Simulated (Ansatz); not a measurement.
**Ti5Si: how the energy converges with the cutoff**

Ti5Si, P1, a = 5.350 Å, b = 5.288 Å, c = 5.276 Å, α, β, γ = 56.8°, 56.7°, 57.4°. Ansatz: PBE, PAW, cutoff varied, Γ-centred 8×8×8 mesh on 6 atoms, Gaussian smearing 0.10 eV; no spin polarisation. Single points at one geometry with displaced atoms, the cutoff alone changed; ΔE is the energy at zero smearing over the run at 600 eV. The runs up to 350 eV lie under the cutoff recommended for these PAW datasets.

```
cutoff (eV)  ΔE (meV/atom)
        200              ?
        250         818.33
        300         109.25
        350           8.30
        420           1.15
```

Question: Assume ΔE falls exponentially with the cutoff, fit y = ln ΔE against x, the cutoff in eV, to the other rows, and predict the missing value.

Answer: y = 6.707, 4.694, 2.116, 0.140. Means x = 330.0, y = 3.4143; Σ(Δx)² = 15800, ΣΔxΔy = -622.5; the slope is their ratio. y = 16.41 − 0.03940 x, a factor of ten per 58 eV. At 200 eV this gives ΔE = 5064.45 meV/atom. The run gave 4580.44, a ratio of 1.11. Between neighbouring rows the decay runs from a factor of ten per 45 eV to one per 82 eV, so one exponential is only a rough guide. The fast fall gives way to a slow tail.

Cost: 6 runs of about 8 core-minutes in all, on Intel Xeon Platinum 8259CL (Skylake/Cascade Lake) (shared hosts).